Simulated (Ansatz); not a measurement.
Bond compression in LaHg2

```yaml
crystal:
  lattice:
    - [4.95800, 0.00000, 0.00000]
    - [-2.47900, 4.29375, 0.00000]
    - [0.00000, 0.00000, 3.64000]
  atoms:
    - { symbol: La, position: [0.00000, 0.00000, 0.00000] }
    - { symbol: Hg, position: [0.33333, 0.66667, 0.50000] }
    - { symbol: Hg, position: [0.66667, 0.33333, 0.50000] }
```

The cell is entry 1523851 of the Crystallography Open Database, unrelaxed.

Its shortest bond, of 2.863 Å between atom 2 (Hg) and the nearest image of atom 3 (Hg), is scaled by moving both atoms along it, with the cell held and the other atoms too. The force apart is half the difference of the two atoms' forces along the bond; it holds the pull and push of their other neighbours too.

All numbers are LDA results (scalar-relativistic) from Ansatz 0.2.0, with a Γ-centred 7×7×8 k mesh, Fermi–Dirac smearing of 0.05 eV, no spin polarisation. Methods: LAPW: all electrons, basis error target 1 meV/atom; PAW: frozen-core files, cutoff 420 eV.

Energies are extrapolated to zero smearing and count from the unscaled cell; pressure is positive in compression; gaps take the mesh and a band path. No temperature or zero-point motion is included.

Spin–orbit coupling is left out, which matters for the heavy atoms. The PAW files were made under PBE.

```
bond (Å)  force apart (eV/Å)  P LAPW (GPa)  ΔE LAPW (eV/atom)  P PAW − LAPW (GPa)  ΔE PAW − LAPW (meV/atom)  force PAW − LAPW (eV/Å)
   2.863                0.00         -3.02              0.000               -0.02                       0.0                    0.000
   2.691                1.05         -2.35              0.028               -0.02                       0.0                   -0.001
   2.519                2.84             ?              0.134               -0.03                      -0.2                   -0.005
   2.176               12.69         15.22              0.901               -0.08                      -2.2                   -0.039
```

Problem. Fill in "P LAPW (GPa)" for the row "2.519".

Solution. 0.10.
